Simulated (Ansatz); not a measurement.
BaSrTi$_{2}$O$_{6}$:
```xyz
10
Lattice="0.0000 3.9795 3.9795 3.9795 0.0000 3.9795 3.9795 3.9795 0.0000" Properties=species:S:1:pos:R:3 pbc="T T T"
Sr     0.0000     0.0000     0.0000
Ti     1.9898     1.9898     1.9898
O      1.9898     1.9898     0.0000
O      1.9898     0.0000     1.9898
O      0.0000     1.9898     1.9898
Ba     3.9795     3.9795     3.9795
Ti     5.9693     5.9693     5.9693
O      1.9898     1.9898     3.9795
O      1.9898     3.9795     1.9898
O      3.9795     1.9898     1.9898
```

Plane-wave PAW PBE (Ansatz code) gives a gap of 1.81 eV without spin–orbit coupling, maximum at Γ, minimum at Γ.

**Question.** What happens when spin–orbit coupling is switched on?

**Answer.** The gap drops by 0.02 eV, to 1.79 eV; maximum at Γ, minimum at Γ.

**Question.** How large is the spin–orbit splitting of the valence top at Γ?

**Answer.** The fourfold level lies 0.02 eV above the split-off pair.

**Question.** Give the electron effective mass with spin–orbit coupling, band 1 of 2 at the edge.

**Answer.** 1.1 along [100], 0.78 along [110], 0.65 along [111] (mₑ).

**Question.** Give the electron effective mass with spin–orbit coupling, band 2 of 2 at the edge.

**Answer.** 0.41 along [100], 0.48 along [110], 0.55 along [111] (mₑ).

**Question.** Give the hole effective mass with spin–orbit coupling, band 1 of 2 at the edge.

**Answer.** 2.2 along [100], 1.7 along [110], 1.6 along [111] (mₑ).

**Question.** Give the hole effective mass with spin–orbit coupling, band 2 of 2 at the edge.

**Answer.** 0.82 along [100], 0.91 along [110], 0.96 along [111] (mₑ).

Space group Fm-3m. The start of the workflow was typed in or built on a structure type; neither database checked (COD, Materials Project) lists it. Its standing as an ambient phase is unchecked. Symmetry was held in the PBE relaxation; whether a distortion lowers the energy is not shown. The workflow began spin-polarised and lost its moments.

Potentials: the later of the program's two PAW sets.
